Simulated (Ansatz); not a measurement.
# NiAgO2 (P6_3/mmc): electronic heat capacity from the density of states

Theory: DFT r2SCAN, scalar-relativistic, plane waves, PAW in Ansatz 0.2.0.

Plane waves to 500 eV, a k mesh through Γ of 12×12×4 on the computed 8-atom cell and Gaussian smearing (0.10 eV); collinear spin from starting moments 1.08 1.08 0 0 0 0 0 0 μB.

Relaxed cell: P6_3/mmc, a = 2.924 Å, b = 2.924 Å, c = 12.224 Å, α = 90.00°, β = 90.00°, γ = 120.00°, 8 atoms in the primitive cell. Whether it is the stable form of this composition wasn't checked.

The density of states at the Fermi level is 3.217 states/eV in the cell of 8 atoms (2 formula units; both spins, tetrahedra on a 18×18×6 mesh). The run ends with a moment of 2.00 μB a cell (largest on a site 0.98 μB), and the figure is for this state; a paramagnetic sample can have a quite different one. Another magnetic order, if the compound takes it, can change N(E_F) and the shape of the cell a good deal, and may open a gap, where γ is close to zero.

Question: What Sommerfeld coefficient does this give?

Answer: Per formula unit N(E_F) = 1.608 states/eV. γ = (π²/3) k_B² N(E_F) N_A = 2.357 mJ/(mol K²) per state/eV, so γ = 3.8 mJ/(mol K²), a mole of formula units. This is the bare band result: a measured γ of the same phase and magnetic order is as a rule larger by a factor 1 + λ from phonons and spin fluctuations. N(E_F) at one energy is sensitive to the mesh where the density of states has sharp peaks.

The state reached may not be the lowest one. Moments started parallel, and an antiferromagnetic order may lie lower.

Only this magnetic start was tried.

Cost: 1 run of about 8.6 core-minutes, on Intel Xeon Processor @ 2.50GHz (Skylake/Cascade Lake) (shared hosts).